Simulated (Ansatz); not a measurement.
Re: energy along a strain

Re, P6_3/mmc, a = 2.765 Å, c = 4.474 Å (as given, not relaxed at this level: -12.5 GPa). Ansatz: LDA, PAW, 420 eV, Γ-centred 21×21×12 mesh on 2 atoms, Gaussian smearing 0.15 eV; no spin polarisation. Cell vectors (Å): 2.765 0.000 0.000; -1.383 2.395 0.000; 0.000 0.000 4.474. The cell is strained by x per cent times the pattern (1 -1 0 0 0 0) in the order xx yy zz yz xz xy (engineering shears), with fractional coordinates held. y is the free energy over the start, V0 = 14.813 Å³/atom.

| x (%) | y (meV/atom) |
| --- | --- |
| -6.00 | ? |
| -4.50 | 66.21 |
| -3.00 | 29.65 |
| 0.00 | 0.00 |
| 1.50 | 7.20 |
| 3.00 | 27.40 |
| 4.50 | 57.70 |
| 6.00 | 96.22 |

Q: Fit y = c1 x + c2 x² + c3 x³ to the other rows, get the stiffness along the pattern, and predict the missing energy.

A: Least squares on the rows shown. y = 0.47079 x + 3.0634 x² − 0.076435 x³. The clamped-ion stiffness p·C·p = 2 × 30.63 eV × 160.2 / 14.813 Å³ = 663 GPa (second derivative at the start, which stands under stress). With a term in x⁴ added, the coefficient of x² becomes 3.218, 5 % more, which shows how far this figure hangs on the form. At x = -6.00 the fit asked for gives 123.97 meV/atom. The run gave 116.57 meV/atom, so the fit is 7.40 meV/atom too high, 6.3 % of the span of the series, against an rms of 0.72 meV/atom on the fitted rows. The row lies outside the fitted range. With a term in x⁴ added, a fit to the same known rows predicts 116.16 meV/atom, so most of the miss is curvature that the known rows already hold.

Spin–orbit coupling is left out, which can shift energies with elements as heavy as these.